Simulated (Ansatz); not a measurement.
SnS (GeS type, space group Pnma)

```
SnS
1.0
   11.15496     0.00000     0.00000
    0.00000     3.99977     0.00000
    0.00000     0.00000     4.26144
Sn S
4 4
Direct
  0.61841   0.75000   0.61182
  0.88159   0.25000   0.11182
  0.38159   0.25000   0.38818
  0.11841   0.75000   0.88818
  0.35287   0.75000   0.97527
  0.14713   0.25000   0.47527
  0.64713   0.25000   0.02473
  0.85287   0.75000   0.52473
```

The volume is varied about the relaxed value V₀ at fixed cell shape. The atoms relax within the cell's symmetry.

Computed with PBE-D3(BJ) (plane waves to 420 eV, PAW, scalar-relativistic; Ansatz, an electronic-structure program). k mesh 3×8×8 (Γ-centred), Fermi-Dirac smearing 0.05 eV. E stands for the smeared free energy. Stress and pressure are positive under compression. With the shape held, the modulus is that of even scaling; a crystal free to change shape is softer. SnS was relaxed with its symmetry unable to fall. ΔE is measured from the relaxed starting cell.

| V (Å³/atom) | ΔE (meV/atom) |
|---|---|
| 21.390 | 36.9 |
| 21.865 | 22.5 |
| 22.341 | withheld |
| 22.816 | 5.1 |
| 23.291 | 1.2 |
| 23.767 | 0.0 |
| 24.242 | 1.1 |
| 24.717 | 4.1 |
| 25.193 | 8.8 |
| 25.668 | 14.7 |
| 26.143 | 21.3 |

Q: Fit a third-order Birch-Murnaghan form (E₀, V₀, B₀, B₀′ free) to the given rows and predict ΔE at V = 22.341.

A: Least squares on the 10 given rows: ΔE = E₀ + (9V₀B₀/16)·y²·[2 + (B₀′ − 4)y], y = (V₀/V)^(2/3) − 1, with V₀ = 23.763 Å³/atom, B₀ = 37.45 GPa (160.2 GPa = 1 eV/Å³; the term in eV is multiplied by 1000), B₀′ = 7.28, E₀ = 0.11 meV/atom; root-mean-square residual 0.12 meV/atom. At 22.341 the fit gives 11.9 meV/atom; the calculation gives 12.0 meV/atom, so the interpolation is off by -0.1 (-0.8 %). For the pressure the fit gives 2.88 GPa against the computed 2.91 GPa.

(Under strain, the slope of the energy per volume gives the stress and its curvature an elastic modulus.)
